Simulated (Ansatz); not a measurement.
**Trial inputs on VCrC$_{2}$**

All trials start from this Ansatz input:

```yaml
crystal:
  lattice:
    - [1.4606320425, 0.8432963029, 4.7393853233]
    - [-1.4606320425, 0.8432963029, 4.7393853233]
    - [0.0, -1.6865926058, 4.7393853233]
  atoms:
    - { symbol: V, position: [0.0, 0.0, 0.0], spin: 2.0 }
    - { symbol: Cr, position: [0.5, 0.5, 0.5], spin: 3.0 }
    - { symbol: C, position: [0.751241, 0.751241, 0.751241] }
    - { symbol: C, position: [0.248759, 0.248759, 0.248759] }
basis:
  ecutwfc: 420
kpoints:
  mp_grid: { grid: [6, 6, 6] }
hamiltonian:
  xc: pbe
scf:
  occupations: { method: gaussian, width: 0.1 }
  lower_state_search: "off"
output:
  forces: true
  stress: true
  eigenvalues: true
  populations: true
magnetization:
  spin_polarized: true
```

Command:

```bash
ansatz run input.yaml --threads 1 --pin off --max-ram 1331MiB --backend cpu --events-out ev --progress --plain --runs-dir out
```

The run converges in 27 SCF iterations on 32 irreducible k-points: pressure -1.61 GPa, largest force 0.058 eV/Å, no gap, cell moment 0.66 μB.

Settings here are deliberately varied, not converged. Each trial's input is given as a difference from the reference's; energies are extrapolated to zero smearing where there is one, and pressure is positive in compression.

Trial 1:

```diff
 crystal:
   atoms:
-    - { symbol: V, position: [0.0, 0.0, 0.0], spin: 2.0 }
-    - { symbol: Cr, position: [0.5, 0.5, 0.5], spin: 3.0 }
+    - { symbol: V, position: [0.0, 0.0, 0.0] }
+    - { symbol: Cr, position: [0.5, 0.5, 0.5], spin: 0.74 }
 basis:
-  ecutwfc: 420
+  ecutwfc: 270
+  precision: f64
 kpoints:
-  mp_grid: { grid: [6, 6, 6] }
+  mp_grid: { grid: [3, 3, 3] }
 hamiltonian:
+  pseudopotentials: { kind: nc }
 scf:
-  lower_state_search: "off"
+  mixing: { algorithm: msr1, beta: 0.34, preconditioner: local_kerker }
+  convergence: { dr2_threshold: "1e-4 eV" }
+  self_checks: high
+  max_iter: 93
```

The run converges in 18 SCF iterations on 6 irreducible k-points: pressure -76.31 GPa (unreliable at so low a cutoff), largest force 2.124 eV/Å (unreliable too), no gap, cell moment 0.26 μB. It warns that the cutoff lies under the recommended one, 1279 eV for these potentials; that the SCF threshold is loose for the forces; that the state wasn't tested for a lower one; that the SCF threshold is loose for the stress.